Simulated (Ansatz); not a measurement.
Structure relaxation, Ti3Al

The start is a generated cell, Ti3Al placed in the D019 structure type. Cell shape, volume and atoms are optimised at zero target pressure with r2SCAN (plane waves to 500 eV, PAW, scalar-relativistic; Ansatz, a quantum-chemistry and plane-wave program). The first steps use a coarse 7×7×7 k-mesh.

Input geometry:
```
CELL_PARAMETERS angstrom
      5.95303     0.00000     0.00000
     -2.97651     5.15547     0.00000
      0.00000     0.00000     4.77479
ATOMIC_POSITIONS crystal
  Ti 0.83920 0.67840 0.25000
  Ti 0.16080 0.83920 0.75000
  Ti 0.32160 0.16080 0.25000
  Ti 0.16080 0.32160 0.75000
  Ti 0.83920 0.16080 0.25000
  Ti 0.67840 0.83920 0.75000
  Al 0.33333 0.66667 0.25000
  Al 0.66667 0.33333 0.75000
```

Q: What pressure does the first self-consistent step give?

A: -9.3 GPa (negative: the cell is under tension).

Q: By how much does the energy per atom fall from start to end?

A: 0.09 eV/atom.

Q: How do the shortest distances between atoms change?

A: The closest pairs of elements (up to four, under 3.6 Å), start → end: Ti–Ti 2.87 → 2.81 Å; Al–Ti 2.98 → 2.83 Å.

Q: Is the relaxed structure metallic? Give its gap.

A: No gap (metallic).

Q: Write out the relaxed structure.

A: 
Space group P6₃/mmc (No. 194); a = b = 5.7472 Å, c = 4.6311 Å, α = β = 90.00°, γ = 120.00°

```csv
atom,site,symmetry,x,y,z
Ti,6h,mm2,0.3403,0.1702,0.2500
Al,2c,-6m2,0.3333,0.6667,0.2500
```

The space group stays P6₃/mmc (No. 194) (the run could not lower it); the end is AFLOW prototype A3B_hP8_194_h_c (D0_19, as in Ni3Sn), with 8 atoms in the primitive cell. Final values are on a 10×10×10 k-mesh of the relaxed cell. No spin polarisation in the result.

The run could not lose the symmetry of its start.
